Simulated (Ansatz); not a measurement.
Sc3InN (anti-perovskite)

```xyz
5
Lattice="4.4159 0.0000 0.0000 0.0000 4.4159 0.0000 0.0000 0.0000 4.4159" Properties=species:S:1:pos:R:3 pbc="T T T"
Sc     2.2080     2.2080     0.0000
Sc     0.0000     2.2080     2.2080
Sc     2.2080     0.0000     2.2080
In     0.0000     0.0000     0.0000
N      2.2080     2.2080     2.2080
```

The slice is a {110} plane (indices of the conventional cell) through the point (0.000, 0.000, 0.000) (fractional), spanned by u = [100] and v = [011] in vectors of this cell: u (4.42 Å) and v (6.25 Å, at 90° to u). It covers one period; positions are fractions (u, v).

Calculation: PBEsol (plane waves to 420 eV, PAW, scalar-relativistic; Ansatz, a program for electronic structure). k mesh 11×11×11. Near the nuclei the fields are pseudised (PAW); where an atom keeps semicore shells as valence, they peak there. Sc3InN is run without spin polarisation. Sc3InN was relaxed with its symmetry unable to fall.

Task: What is the ELF at the midpoint of the shortest Sc–N line in this plane (2.21 Å)?

Result: 0.16.

Task: What is the valence density on the shortest Sc–N line in this plane (2.21 Å), at its midpoint?

Result: 0.43 e/Å³.

Task: Predict the map of the electron localisation function (ELF) on the slice.

Result: 
```
|xx :::=*******=::: x|
|  .::-+**+++**+-::. |
|.::::=+++=-=+++=::::|
|--::-+*+-:::-+*+-::-|
|:--=+*+=:...:=+*+=--|
|==++**=-.. ..-=**++=|
|==++++=:.....:=++++=|
|:::------:::------::|
|.. ..:-=+***+=-:.. .|
|==:  :=#%%@%%#=:  :=|
|@%*: .*%@@@@@%*. :*%|
|%%@*..*@@@%@@@*..*@%|
|xx%%:.#@@xxx@@#.:%%x|
|xx%%-.#@%xxx%@#.-%%x|
|xx%%:.#@@xxx@@#.:%%x|
|%%@*..*@@@%@@@*..*@%|
|@%*: .*%@@@@@%*. :*%|
|==:  :=#%%@%%#=:  :=|
|.. ..:-=+***+=-:.. .|
|:::------:::------::|
|==++++=:.....:=++++=|
|==++**=-.. ..-=**++=|
|:--=+*+=:...:=+*+=--|
|--::-+*+-:::-+*+-::-|
|.::::=+++=-=+++=::::|
|  .::-+**+++**+-::. |
|xx :::=*******=::: x|
|xx .::=+*****+=::. x|
```
Scale: ten equal steps from 0.03 (start of ' ') to 0.82 (end of '@'), in the order ' .:-=+*#%@'. Values: electron localisation function (ELF). The map has 20 points along u (one character each, u = 0 at the left) and 28 along v (v = 0 in the bottom row). Points within 0.4 Å of a nucleus are blanked (x), as the pseudised field means little there.
